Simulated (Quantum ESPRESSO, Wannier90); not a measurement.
Wannier functions of LiTaF6 (R-3)

```xyz
8
Lattice="-2.5847 4.4768 0.0000 -5.1693 0.0000 0.0000 -2.5847 1.4923 4.5260" Properties=species:S:1:pos:R:3 pbc="T T T"
Li    -5.1693     2.9845     2.2630
Ta     0.0000     0.0000     0.0000
F      0.9936    -1.2043     1.1042
F     -0.9936     1.2043    -1.1042
F     -1.5397    -0.2583     1.1042
F      1.5397     0.2583    -1.1042
F      0.5461     1.4626     1.1042
F     -0.5461    -1.4626    -1.1042
```

Structure: Materials Project mp-1080679, symmetrised, not relaxed again. Not found in the COD (Crystallography Open Database) copy used; not checked further. Level: PBEsol, no spin polarisation, no spin-orbit coupling; pw.x of Quantum ESPRESSO at 68 Ry with PseudoDojo potentials, 4×4×4 k-points, Wannier90. Density: 8×8×8 mesh, cold smearing 0.01 Ry. Spin-orbit coupling is left out although heavy elements are present.

Bands 6-8 form an isolated set from -20.23 to -19.78 eV relative to the valence-band maximum (on the path) and are turned into 3 Wannier functions by minimising the spread from the start: SCDM (isolated).

Centres (Cartesian, Å; one of the equivalent choices) and spreads:

```csv
n,x,y,z,spread (Å²),nearest atom
1,0.000,0.000,0.000,3.588,Ta2
2,0.000,0.000,0.000,3.588,Ta2
3,0.000,0.000,0.000,3.588,Ta2
```

Ω_I = 10.62 Å², Ω_total = 10.76 Å²; the interpolated bands follow pw.x to 0.3 meV rms on the path. Only this start was tried; a symmetric start can stop on a saddle, and mixtures of these functions could lower the total by at most Ω_total − Ω_I.
